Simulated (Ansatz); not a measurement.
Here is the system:

BN:
```xyz
4
Lattice="2.4874 0.0000 0.0000 -1.2437 2.1541 0.0000 0.0000 0.0000 6.5360" Properties=species:S:1:pos:R:3 pbc="T T T"
B      0.0000     0.0000     4.9020
B      0.0000     0.0000     1.6340
N      1.2437     0.7180     1.6340
N      0.0000     1.4361     4.9020
```

This is the LDA-relaxed structure. x, y and z are the axes in which the lattice vectors are written.

### Question
All from plane-wave PAW LDA (Ansatz code), unless another level is named. Predict the electron effective mass.

### Answer
0.44, 0.44, 0.75 mₑ (principal values).

### Question
Give the formation energy from the elements (no fitted shifts).

### Answer
-1.46 eV/atom.

### Question
Give the valence-band maximum.

### Answer
off the standard path, at k = (0.312, 0.333, -0.021).

### Question
Next, the weight of the valence-edge state by species (Voronoi cells)?

### Answer
N 89 %, B 11 %.

### Question
And the conduction-band minimum?

### Answer
at K (2 equivalent valleys).

Space group P6_3/mmc. The workflow started from a Materials Project entry (that database holds measured and hypothetical structures alike). Its sites differ from those of the usual phase in this space group: another stacking or structure type. Symmetry was held in the LDA relaxation; phonons on a q-mesh show no instability. A crystal of weakly bound layers computed without a dispersion correction: the cell and the soft elastic constants depend strongly on that. The references are the lowest solids computed at this level, not always the standard phases (solids in place of the gases).

Potentials: the earlier of the program's two PAW sets.

Edges and masses are those of Kohn–Sham bands, whose gap is no quasiparticle gap.
